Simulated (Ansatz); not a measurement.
## Levels of theory for Ga₃SbN₂ (ordering on zincblende)

All numbers come from the plane-wave code Ansatz. The calculation is non-magnetic, and the structure need not be a phase that has been made.

The cell is Ga₃SbN₂, ordered on the zincblende lattice (Imm2) with 6 atoms a cell (no longer in that coordination); cell and atoms were relaxed with r2SCAN. It is orthorhombic, Imm2 (No. 44); conventional cell a = 3.185 Å, b = 11.627 Å, c = 5.079 Å, 15.67 Å³ an atom. N has 4 Ga at 1.93–2.19 Å; Ga has 3 N at 1.93–1.94 Å and 1 Sb at 2.72 Å; Sb has 6 Ga at 2.72–3.17 Å and 2 Sb at 3.19 Å; Ga has 2 N at 2.19 Å and 4 Sb at 2.83–3.17 Å.

```cif
data_structure
_symmetry_space_group_name_H-M 'Imm2'
_symmetry_Int_Tables_number 44
_cell_length_a 3.1852
_cell_length_b 11.6274
_cell_length_c 5.0786
_cell_angle_alpha 90.000
_cell_angle_beta 90.000
_cell_angle_gamma 90.000
_cell_volume 188.09
loop_
_atom_site_label
_atom_site_type_symbol
_atom_site_symmetry_multiplicity
_atom_site_Wyckoff_symbol
_atom_site_fract_x
_atom_site_fract_y
_atom_site_fract_z
_atom_site_occupancy
N1 N 4 d 0.00000 0.31365 0.98630 1
Ga1 Ga 4 d 0.50000 0.29499 0.19974 1
Sb1 Sb 2 a 0.00000 0.00000 0.95837 1
Ga2 Ga 2 b 0.50000 0.00000 0.41955 1
```

Relaxed lattice by functional, symmetry kept:
```json
{"functional": "PBE", "k mesh": "8×8×8", "a (Å)": "3.225", "b (Å)": "11.804", "c (Å)": "5.130", "volume (Å³/atom)": "16.27"}
{"functional": "r2SCAN", "k mesh": "8×8×8", "a (Å)": "3.185", "b (Å)": "11.627", "c (Å)": "5.079", "volume (Å³/atom)": "15.67"}
```

Gaps on the r2SCAN cell, each the least over its mesh and the special points:
```json
{"level": "PBE", "k mesh": "10×10×10", "gap (eV)": "none (overlap 2.44)", "kind": "–", "edges": "–", "least direct gap (eV)": "–"}
{"level": "PBE+SOC", "k mesh": "10×10×10", "gap (eV)": "none (overlap 2.47)", "kind": "–", "edges": "–", "least direct gap (eV)": "–"}
{"level": "r2SCAN", "k mesh": "10×10×10", "gap (eV)": "none (overlap 2.64)", "kind": "–", "edges": "–", "least direct gap (eV)": "–"}
```
All runs use a smearing of 0.02 eV.
Wave cutoffs: 420 eV, 500 eV (r2SCAN).
Points off the special ones are mesh points or PBE's searched band edges, reused at the other levels.

r2SCAN gives no gap: the lowest nominally empty band dips 2.64 eV below the top of the last filled one (its bottom at X–F₀ (0.60 of the way from X), the top at W–S (0.90 of the way from W)), so the cell is a metal or semimetal at this level. PBE+SOC gives no gap: the lowest nominally empty band dips 2.47 eV below the top of the last filled one (its bottom at X–F₀ (0.60 of the way from X), the top at W–S (0.90 of the way from W)), so the cell is a metal or semimetal at this level.

No level opens a gap, but no hybrid is among them, and semilocal functionals can close a real gap.

Only the levels marked +SOC include spin-orbit coupling.
